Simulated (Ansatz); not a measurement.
## MgS (Fm-3m): volume and gaps against pressure

```yaml
crystal:
  lattice:
    - [2.60165, 2.60165, 0.00000]
    - [-2.60165, 2.60165, 0.00000]
    - [0.00000, 2.60165, 2.60165]
  atoms:
    - { symbol: Mg, position: [0.00000, 0.00000, 0.00000] }
    - { symbol: S, position: [0.50000, 0.50000, 0.00000] }
```

This is the zero-pressure cell under r²SCAN. Cell and atoms are relaxed by PAW (default files of Ansatz 0.2.0, cutoff 500 eV, stress met within about 0.05 GPa) at each pressure, in this structure whether or not another phase would take over; P is the pressure reached, less that of this cell. Levels come from r²SCAN, PAW on Ansatz 0.2.0's default frozen-core files (fitted under PBE), scalar-relativistic; k mesh 8×8×8, fixed occupations, cutoff 500 eV. Conduction levels are in eV over the valence top (at Γ), at fixed fractional wave vectors. Zone-centre phonons come from finite displacements by PAW, without the LO-TO term.

```tsv
P (GPa)	V/V₀	X	Γ	L	T1u TO (cm⁻¹)
-1.98	1.0265	3.406	4.424	5.174	218.3
0.00	1.0000	3.462	4.640	5.214	236.7
2.02	?	?	?	?	?
4.02	0.9551	3.558	5.038	5.281	268.6
6.98	0.9276	3.617	5.303	5.321	288.9
10.01	0.9029	3.670	5.556	5.355	307.7
15.01	0.8680	3.746	5.940	5.403	335.4
```

Task: Fit the third-order Birch-Murnaghan equation to the rows shown.

Result: With f = [(V₀/V)^(2/3) − 1]/2, the normalised pressure F = P/[3f(1 + 2f)^(5/2)] is 79.6 GPa at f = -0.0086, 79.8 GPa at f = 0.0155, 79.9 GPa at f = 0.0257, 79.9 GPa at f = 0.0352, 79.9 GPa at f = 0.0495. The line F = B₀[1 + (3/2)(B′ − 4)f] gives B₀ = 79.7 GPa and B′ = 4.0.

Task: What are the volume deformation potentials and pressure coefficients of these levels at zero pressure?

Result: 

```csv
level,dE/dlnV (eV),dE/dP = −(dE/dlnV)/B₀ (meV/GPa),mean slope up to 4.0 GPa (meV/GPa)
X,-2.12,26.6,23.8
Γ,-8.41,105.4,98.8
L,-1.51,18.9,16.6
```

dE/dlnV is the slope of a cubic fit in ln V at V₀. The last column is read from two rows and shows how the slope bends with pressure.

Task: What mode Grüneisen parameters follow?

Result: γ = −d ln ω/d ln V at V₀ from a quadratic fit in ln V: T1u 2.92.

Task: What belongs in the row at 2.02 GPa?

Result: The fits give V/V₀ = 0.9762 and X = 3.513 eV. Computed: V/V₀ = 0.9762, X = 3.513, Γ = 4.846, L = 5.250, T1u TO (cm⁻¹) = 253.4.

Limits of these numbers: no other phase was computed; many crystals of this kind change structure within this range, and rows or crossings beyond such a change describe a metastable lattice; frozen-core PAW files fitted under PBE, their cores solved anew for the functional of the run; semilocal gaps are low, and the spacing of valleys can be off by tenths of an eV; levels are read at fixed fractional k, so an edge that moves off these points is missed.
